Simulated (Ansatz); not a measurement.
Cu Kα1 powder pattern (kinematic, no thermal factors).
```
2θ (°)  relative intensity
 16.98                  89
 25.60                  29
 27.04                   2
 28.38                 100
 32.10                  52
 34.36                   6
 37.58                  39
 38.61                  56
 39.60                  30
 42.46                  34
 43.33                   2
 44.26                  43
 46.90                  22
 51.82                  34
 52.59                   6
 52.63                   8
 55.75                  17
 56.50                  11
 58.72                  13
 59.42                   3
 60.12                   6
 62.24                   1
 62.31                   9
 63.03                   1
 63.73                  19
 65.80                  13
 67.12                  11
 67.15                   4
 69.12                  11
 69.19                  13
 72.41                   2
 73.13                   2
 73.80                  17
 75.69                   3
 78.88                   3
 79.58                  17
 80.20                   6
 82.79                   5
 83.29                   2
 83.42                   4
 85.21                   6
 85.30                   4
 86.51                   5
 88.37                   2
 88.43                   4
 89.57                   2
 89.69                   4
```

The pattern is computed from a structure relaxed with Ansatz 0.2.0, DFT PBE, scalar-relativistic, plane waves, PAW. No spin polarisation. Its elements are F, La.

**Question.** Give the structure.

**Answer.** LaF5.
Space group P4/mmm (No. 123). a = 3.295 Å, b = 3.295 Å, c = 10.432 Å, α = 90.00°, β = 90.00°, γ = 90.00°
```json
{"atom": "La", "site": "1b", "symmetry": "4/mmm", "x": "0.0000", "y": "0.0000", "z": "0.5000"}
{"atom": "F", "site": "2h", "symmetry": "4mm", "x": "0.5000", "y": "0.5000", "z": "0.6078"}
{"atom": "F", "site": "2h", "symmetry": "4mm", "x": "0.5000", "y": "0.5000", "z": "0.8400"}
{"atom": "F", "site": "1c", "symmetry": "4/mmm", "x": "0.5000", "y": "0.5000", "z": "0.0000"}
```

A pattern alone doesn't exclude other cells with like lines; this is the one computed.

Another cell of LaF5 relaxed alike, in P-6m2, lies 0.70 eV/atom lower, so this cell isn't the stable form at this level.

It was reached by relaxing an invented guess, and it needn't be the stable form of this composition. No dispersion correction is applied, so the spacing between layers, chains or molecules is poorly fixed.
